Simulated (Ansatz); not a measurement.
A: Ni (fcc, Cu type), a = 3.5184 Å, b = 3.5184 Å, c = 3.5184 Å, α = 90.00°, β = 90.00°, γ = 90.00°
B: Sr (fcc, Cu type), a = 6.029 Å, b = 6.029 Å, c = 6.029 Å, α = 90.00°, β = 90.00°, γ = 90.00°
C: LaSe (rock salt), a = b = c = 6.107 Å, α = β = γ = 90.00°

Scan: energy against volume (even scaling of the relaxed cell, symmetry kept). All come from one method, each on a k mesh of its own. All were relaxed with their symmetry unable to fall. LaSe is run without spin polarisation. Relaxed Ni ends ferromagnetic. The magnetic order is the one the run started from; other orders were not tried. (This holds for the magnetic or f-shell members.)

**Question.** Rank these by bulk modulus (fitted) (lowest first), as PBE (plane waves to 420 eV, PAW, scalar-relativistic; Ansatz, a program for electronic structure) gives it.

**Answer.** B (11.6 GPa), C (68.4 GPa), A (198 GPa)

(A scan under strain: stresses follow from slopes of the energy per volume, elastic moduli from its curvatures.)
